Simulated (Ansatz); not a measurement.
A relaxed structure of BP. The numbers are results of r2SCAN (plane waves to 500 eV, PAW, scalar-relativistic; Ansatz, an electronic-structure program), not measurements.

```
CELL_PARAMETERS angstrom
      3.20160     0.00000     0.00000
     -1.60080     2.77267     0.00000
      0.00000     0.00000    15.76738
ATOMIC_POSITIONS crystal
  B  0.00000 0.00000 0.99964
  B  0.00000 0.00000 0.49964
  B  0.33333 0.66667 0.16757
  B  0.66667 0.33333 0.66757
  B  0.33333 0.66667 0.83351
  B  0.66667 0.33333 0.33351
  P  0.00000 0.00000 0.12566
  P  0.00000 0.00000 0.62566
  P  0.33333 0.66667 0.29194
  P  0.66667 0.33333 0.79194
  P  0.33333 0.66667 0.95798
  P  0.66667 0.33333 0.45798
```

Question: Determine the symmetry and give the standard cell with its independent sites.

Answer: Space group P6₃mc (No. 186); a = 3.2016 Å, b = 3.2016 Å, c = 15.7674 Å, α = 90.00°, β = 90.00°, γ = 120.00°

```json
[
 {"atom": "B", "site": "2a", "symmetry": "3m.", "x": "0.0000", "y": "0.0000", "z": "0.4996"},
 {"atom": "B", "site": "2b", "symmetry": "3m.", "x": "0.3333", "y": "0.6667", "z": "0.1676"},
 {"atom": "B", "site": "2b", "symmetry": "3m.", "x": "0.6667", "y": "0.3333", "z": "0.3335"},
 {"atom": "P", "site": "2a", "symmetry": "3m.", "x": "0.0000", "y": "0.0000", "z": "0.1257"},
 {"atom": "P", "site": "2b", "symmetry": "3m.", "x": "0.3333", "y": "0.6667", "z": "0.2919"},
 {"atom": "P", "site": "2b", "symmetry": "3m.", "x": "0.6667", "y": "0.3333", "z": "0.4580"}
]
```

This is the AFLOW prototype AB_hP12_186_a2b_a2b (B6, as in SiC).

Question: Give the shortest distances between elements (the closest pairs, up to four, under 3.6 Å).

Answer: B–P 1.96 Å; B–B 3.20 Å; P–P 3.20 Å.

* **Volume per atom**: 11.66 Å³
* **Band gap**: 1.54 eV, indirect (valence top at Γ, conduction bottom at M) (no spin-orbit coupling)
* **Smallest direct gap**: 3.22 eV at k = (0, 0.3, 0)

No spin polarisation in the result.

The run could not lose the symmetry of its start.

The first start was generated by placing the elements on the sites of a structure type. Materials Project lists a structure of BP in the same space group, P6₃mc (No. 186); the sites were not compared with it, nor with measured phases. Known forms of BP include space group No. 216.
